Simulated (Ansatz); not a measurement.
Relaxed ZnCu (CsCl type):

```yaml
crystal:
  lattice:
    - [2.96382, 0.00000, 0.00000]
    - [0.00000, 2.96382, 0.00000]
    - [0.00000, 0.00000, 2.96382]
  atoms:
    - { symbol: Zn, position: [0.00000, 0.00000, 0.00000] }
    - { symbol: Cu, position: [0.50000, 0.50000, 0.50000] }
```

A phonon eigenvector at Γ is frozen into this cell: atom i moves by Q times the vector below, so Q is the largest atomic displacement, in Å. The cell is held. It is one choice among 3 degenerate patterns.

```
atom      x      y       z
----  -----  -----  ------
Zn1   0.000  0.000  -0.972
Cu2   0.000  0.000   1.000
```

Level of theory: PBE (plane waves to 420 eV, PAW, scalar-relativistic; Ansatz, a quantum-chemistry and plane-wave program). k mesh 16×16×16 (Γ-centred), Fermi-Dirac smearing 0.05 eV. The energy includes the smearing's −TS. With partly filled bands, energies and forces of such displacements shift with the k mesh and the smearing. ZnCu is run without spin polarisation. ZnCu was relaxed with its symmetry unable to fall. The zero of ΔE is the undisplaced structure.

The scan covers Q from -0.280 to 0.280 Å in 13 points.

### Question
Which space group does the distorted structure have?

### Answer
P4mm (No. 99), lowered from Pm-3m.

### Question
Is the energy the same for equal positive and negative displacements?

### Answer
Even: the same for both signs.

### Question
What is the energy change at Q = 0.280 Å?

### Answer
641 meV/cell.

### Question
What harmonic wavenumber does the curvature at Q = 0 give?

### Answer
193 cm⁻¹.

(A displaced cell: forces are minus the slopes of the energy, force constants its curvatures, and phonons follow from these.)
